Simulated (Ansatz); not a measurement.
Consider the following.

BeTe:
```cif
data_Be4Te4
_chemical_formula_sum 'Be4 Te4'
_space_group_name_H-M_alt 'F-43m'
_space_group_IT_number 216
_space_group_name_Hall 'F -4 2 3'
_cell_length_a 5.60478
_cell_length_b 5.60478
_cell_length_c 5.60478
_cell_angle_alpha 90.000
_cell_angle_beta 90.000
_cell_angle_gamma 90.000
loop_
_atom_site_label
_atom_site_type_symbol
_atom_site_symmetry_multiplicity
_atom_site_Wyckoff_symbol
_atom_site_fract_x
_atom_site_fract_y
_atom_site_fract_z
_atom_site_occupancy
Be1 Be 4 a 0.00000 0.00000 0.00000 1
Te1 Te 4 d 0.75000 0.75000 0.75000 1
```
(The calculation used a cell of 2 atoms; values per cell refer to that cell.)

This is the PBEsol-relaxed structure.

Problem. All from plane-wave PAW PBEsol (Ansatz code), unless another level is named. Predict the largest static χ(2) component.

Solution. 12 pm/V.

Problem. Give the electronic dielectric constant ε∞ (DFPT).

Solution. 7.54.

Problem. And the Born charges (a third of the trace)?

Solution. Be +1.31, Te -1.31 e.

Symmetry was held in the PBEsol relaxation. Spin–orbit coupling is left out wherever it is not named.

Potentials: the earlier of the program's two PAW sets. The files were generated under PBE; for other functionals the program regenerates the frozen cores, and for LDA and PBEsol the local potential too.
